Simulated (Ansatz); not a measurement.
This GeSb2Te4 structure is the end of a relaxation. It was relaxed at this level from a Materials Project cell.

These are results of DFT PBE, scalar-relativistic, plane waves, PAW in Ansatz, not measurements. Cutoff 420 eV, Γ-centred mesh, Gaussian smearing, no spin polarisation.

```
Ge Sb Te
1.0
    -3.05807    3.05807    6.06832
     3.05807   -3.05807    6.06832
     3.05807    3.05807   -6.06832
Ge Sb Te
1 2 4
Direct
  0.00000 0.00000 0.00000
  0.50000 0.50000 0.00000
  0.25000 0.75000 0.50000
  0.50381 0.00381 0.50000
  0.24613 0.24613 0.00000
  0.99619 0.49619 0.50000
  0.75387 0.75387 0.00000
```

The zero of energy is the elements' standard structures at the same level; no fitted shifts are applied.

(1) What space group does it have?

(2) What is its formation energy per atom?

(3) Is it a metal?

## Answers

(1) I-4m2 (No. 119). Conventional cell: a = 6.116 Å, c = 12.137 Å. Ge has 6 Te at 2.99–3.06 Å; Sb on its first site is surrounded by 6 Te at 3.06–3.08 Å; around Sb on its second site lie 6 Te at 3.06–3.08 Å; around Te on its first site lie 2 Ge at 3.06 Å and 3 Sb at 3.06–3.08 Å; 1 more site not described.

(2) −0.01 eV/atom. The formation energy is too near zero to say whether this cell lies below the elements.

(3) There is no gap on the 10×10×10 mesh, but valence and conduction bands overlap by only 0.17 eV, so at this level it is a semimetal.

The last run used a 10×10×10 mesh for its 7-atom cell and Gaussian smearing of 0.10 eV. Spin–orbit coupling, which can matter for Sb and Te, is left out. The zero gap may come from the functional, which often closes small gaps, or the cell may be a true semimetal. The reference form of Te is held partly by dispersion forces, which this level lacks. Symmetry constrained the relaxation, so the result can be a saddle point.
